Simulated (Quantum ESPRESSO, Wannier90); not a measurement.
# SiC (wurtzite), plane waves to Wannier functions

```
CELL_PARAMETERS angstrom
      3.07351     0.00000     0.00000
     -1.53676     2.66174     0.00000
      0.00000     0.00000     5.04525
ATOMIC_POSITIONS crystal
  Si 0.33333 0.66667 0.49960
  Si 0.66667 0.33333 0.99960
  C  0.33333 0.66667 0.87540
  C  0.66667 0.33333 0.37540
```

Materials Project entry mp-7140; symmetrised, unrelaxed at this level. COD (Crystallography Open Database) has the formula in 5 space groups, this one among them (matched by group alone). Level: PBEsol, no spin polarisation, no spin-orbit coupling; pw.x of Quantum ESPRESSO at 66 Ry with PseudoDojo potentials, 12×12×6 k-points, Wannier90. Density: 12×12×6 mesh, cold smearing 0.01 Ry.

Base run: 16 functions from bands 1-26 of the 26 computed, start hydrogen-like Si: s;p; C: s;p, centres 0.05 Å off the atoms, frozen window up to 3.62 eV relative to the valence-band maximum, outer window open. Rows change the key named; with other orbitals the number of functions and the frozen window follow, as listed; window edges are relative to the valence-band maximum. The misfit compares interpolated bands with pw.x on a high-symmetry path, for states up to 3.1 eV relative to the valence-band maximum. Converged means that the tolerances were met: symmetric starts can stop on a saddle, which shows as a larger Ω_OD at equal Ω_I and can move the misfit too.

Rows with other orbitals or bands describe another subspace, so their Ω_I can't be set against the base's. Runs that didn't settle are not listed.

| setting | orbitals | bands | functions | frozen to (eV) | Ω_I (Å²) | Ω_D (Å²) | Ω_OD (Å²) | rms misfit (meV) | worst (meV) | ended |
|---|---|---|---|---|---|---|---|---|---|---|
| base | Si sp, C sp | 1-26 | 16 | 3.62 | 12.87 | 0.02 | 1.69 | 3.4 | 66 | converged |
| num_iter = 0 (projection only), orbitals on the atoms | Si sp, C sp | 1-26 | 16 | 3.62 | 12.87 | 0.05 | 9.88 | 3.7 | 68 | no minimisation |
| start: sp3 on every atom | Si sp, C sp | 1-26 | 16 | 3.62 | 12.87 | 0.02 | 1.77 | 3.8 | 70 | converged |
| start: SCDM erfc with a higher mu, no disentanglement steps | Si 3s, Si 3p, C 2s, C 2p | 1-26 | 16 | none | 22.75 | 0.14 | 4.83 | 1.2 | 7.6 | converged |
